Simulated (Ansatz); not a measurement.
BaSn2:
```
CELL_PARAMETERS angstrom
      4.68109     0.00000     0.00000
     -2.34055     4.05395     0.00000
      0.00000     0.00000     5.42814
ATOMIC_POSITIONS crystal
  Ba 0.00000 0.00000 0.50000
  Sn 0.66667 0.33333 0.89498
  Sn 0.33333 0.66667 0.10502
```

Relaxed with PBEsol.

Q: Give the Bader charges and basin volumes of the independent atoms, PBEsol in the plane-wave PAW code Ansatz.

A: 

```csv
atom,Bader charge (e),Bader volume (Å³)
Ba1,+1.12,30.2
Sn2,-0.56,36.4
```

Space group P-3m1. The workflow started from an entry of the Crystallography Open Database (COD, 293 K). Its standing as an ambient phase is unchecked. The PBEsol relaxation kept the symmetry of its start; its stability against distortions is not shown here. Spin–orbit coupling is left out wherever it is not named.

Potentials: the later of the program's two PAW sets.
